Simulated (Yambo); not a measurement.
A G0W0@LDA run in Yambo for Cs2LiAlF6 (space group P-3m1, No. 164) (3×3×2 Γ-centred k mesh, bands 2 to 191 and a 6 Ry block in the screening, 191 bands in G with the Bruneval-Gonze terminator, plasmon pole fitted at 27.2 eV) gives these matrix elements, in eV, at the band edges (Γ → Γ):

```tsv
state	E0	<Vxc>	<Σx>	<Σc(E0)>	Z
valence edge	0.000	-22.442	-30.447	4.802	0.815
conduction edge	6.563	-8.980	-4.370	-2.877	0.893
```

Question: Solve the linearised quasiparticle equation for both states, give the gap, and say how exchange and correlation each act on it.

Answer: E = E0 + Z(Σx + Σc − Vxc). Valence: 0.000 + 0.815 × (-30.447 + (4.802) − (-22.442)) = -2.61 eV. Conduction: 6.563 + 0.893 × (-4.370 + (-2.877) − (-8.980)) = 8.11 eV. The gap is 10.72 eV, against 6.56 eV in LDA. Replacing Vxc by bare exchange alone would open it by 12.61 eV; correlation takes back 7.68 eV of that, and Z scales what is left. Nearest settings tried, and what they do to the gap: 151 bands in W, 151 bands in G: +55 meV; 5 Ry block (241 vectors against 295): +32 meV; 3×3×4 mesh: +9 meV. So the settings aren't converged at that level. 

Geometry of the Materials Project entry, not relaxed at this level; primitive cell a = b = 6.2979 Å, c = 5.1033 Å, α = β = 90.00°, γ = 120.00°.

The structure is a Materials Project entry; no match was found in the copy of COD used, and its stability was not checked.
